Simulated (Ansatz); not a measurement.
## Sn (I4/mmm), zone-centre modes

Computed with Ansatz 0.2.0, DFT PBEsol, scalar-relativistic, plane waves, PAW. Settings: plane waves to 420 eV, k-mesh 16×16×8 (Γ-centred), Gaussian smearing 0.15 eV. No spin polarisation.

Reference structure (as given, not relaxed at this level; this form isn't the usual structure):

```xyz
2
Lattice="0.0000 -3.1815 0.0000 -3.1815 0.0000 0.0000 0.0000 0.0000 -5.8313" Properties=species:S:1:pos:R:3 pbc="T T T"
Sn   -1.5908   -1.5908   -2.9156
Sn    0.0000    0.0000    0.0000
```

Harmonic modes by finite displacements of 0.02 Å, without the LO–TO term. The cell doubles the primitive one, so its zone centre also holds the primitive cell's point q = (1/2, 1/2, 1/2).

(1) At this geometry, is the structure stable against these modes?

(2) List the wavenumbers in cm⁻¹.

Answers

(1) No: 2 modes are unstable, the strongest at 45i cm⁻¹.

(2) 45i, 45i, 0, 0, 0, 48.

Cost: 1 run of about 0.27 core-minutes, on AMD EPYC 9R45 (Zen 5) (shared hosts).